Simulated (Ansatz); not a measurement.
A relaxed cell of BiTe is given with its symmetry left out. It was relaxed at this level from a cell as deposited in COD.

Level of theory: Ansatz 0.2.0, DFT PBE, scalar-relativistic, plane waves, PAW. Cutoff 420 eV, Γ-centred mesh, Gaussian smearing, no spin polarisation.

```cif
data_structure
_symmetry_space_group_name_H-M 'P 1'
_symmetry_Int_Tables_number 1
_cell_length_a 4.5988
_cell_length_b 4.5988
_cell_length_c 4.5988
_cell_angle_alpha 60.000
_cell_angle_beta 60.000
_cell_angle_gamma 60.000
_cell_volume 68.78
loop_
_atom_site_label
_atom_site_type_symbol
_atom_site_fract_x
_atom_site_fract_y
_atom_site_fract_z
_atom_site_occupancy
Bi1 Bi 0.00000 0.00000 0.00000 1
Te1 Te 0.50000 0.50000 0.50000 1
```

Formation energies are uncorrected and refer to the elements' standard structures at the same level.

(1) Find its symmetry and describe it.

(2) How far does it lie from the elements in energy?

(3) Is it a metal?

Answers

(1) Fm-3m (No. 225), the rock salt type. Conventional cell: a = 6.504 Å. Bi is surrounded by 6 Te at 3.25 Å; Te is surrounded by 6 Bi at 3.25 Å.

(2) −0.07 eV/atom. A negative formation energy is needed for stability but isn't enough: competing phases decide.

(3) Yes, bands cross the Fermi level on the 16×16×16 mesh.

The last run used a 16×16×16 mesh for its 2-atom cell and Gaussian smearing of 0.10 eV. Spin–orbit coupling, which can matter for Bi and Te, is left out. An odd number of electrons in the primitive cell allows no gap without spin; a larger cell or a magnetic state could open one. The cell is a metal run without spin; a magnetic state may lie lower. The reference form of Te is held partly by dispersion forces, which this level lacks. A structure relaxed within its symmetry needn't be a true minimum.
